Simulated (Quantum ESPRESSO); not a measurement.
**Band energies of GaP at -3 % isotropic strain**

```
CELL_PARAMETERS angstrom
      0.00000     2.63837     2.63837
      2.63837     0.00000     2.63837
      2.63837     2.63837     0.00000
ATOMIC_POSITIONS crystal
  P  0.75000 0.75000 0.75000
  Ga 0.00000 0.00000 0.00000
```

PBE (stringent potentials; Quantum ESPRESSO, PseudoDojo norm-conserving, 114 Ry, without SOC); path ΓXWKΓLUWLK,UX; energies in eV from the valence-band maximum.

```
k (1/Å)  point  band 9  band 10  band 11  band 12  band 13  band 14  band 15  band 16
-------  -----  ------  -------  -------  -------  -------  -------  -------  -------
0.00         Γ  -14.60   -13.27     0.00     0.00     0.00     2.64     3.85     3.85
0.54            -14.58   -12.29    -3.32    -1.73    -1.73     2.24     4.13     6.61
1.19         X  -14.57    -9.83    -7.24    -3.04    -3.04     1.44     1.71    11.29
1.79         W  -14.58    -9.70    -6.99    -4.06    -3.92     4.71     5.28     6.12
1.93            -14.58    -9.75    -6.98    -4.26    -3.51     3.81     5.08     6.75
2.21         K  -14.58    -9.86    -7.00    -4.48    -2.56     2.07     4.95     8.57
2.63            -14.59   -11.12    -5.71    -3.84    -1.37     3.31     5.95     5.99
3.15            -14.59   -12.92    -1.98    -0.97    -0.16     3.34     4.14     4.16
3.47         Γ  -14.60   -13.27     0.00     0.00     0.00     2.64     3.85     3.85
3.78            -14.60   -12.94    -2.16    -0.36    -0.36     2.88     4.38     4.38
4.40            -14.59   -10.98    -7.04    -1.25    -1.25     1.99     4.69     4.69
4.50         L  -14.59   -10.86    -7.23    -1.27    -1.27     1.97     4.67     4.67
5.02            -14.58   -10.19    -6.87    -4.19    -2.19     2.49     5.97     7.18
5.23         U  -14.58    -9.86    -7.00    -4.48    -2.56     2.07     4.95     8.57
5.55            -14.58    -9.73    -6.98    -4.20    -3.65     4.14     5.11     6.52
5.65         W  -14.58    -9.70    -6.99    -4.06    -3.92     4.71     5.28     6.12
6.12            -14.59   -10.49    -6.97    -3.28    -2.03     3.55     4.20     6.41
6.49         L  -14.59   -10.86    -7.23    -1.27    -1.27     1.97     4.67     4.67
6.66            -14.59   -10.79    -7.17    -1.88    -1.41     2.51     4.50     4.97
7.14            -14.58    -9.95    -6.92    -4.50    -2.44     2.20     5.48     8.12
7.22         K  -14.58    -9.86    -7.00    -4.48    -2.56     2.07     4.95     8.57
7.22         U  -14.58    -9.86    -7.00    -4.48    -2.56     2.07     4.95     8.57
7.64         X  -14.57    -9.83    -7.24    -3.04    -3.04     1.44     1.71    11.29
```

The PBE gap is indirect, 1.41 eV, from Γ to 91 % of the way from Γ to X; the smallest direct gap is 2.64 eV.

Spin-orbit splittings are left out.

Geometry strained from the cell relaxed with PBEsol, atoms relaxed again.
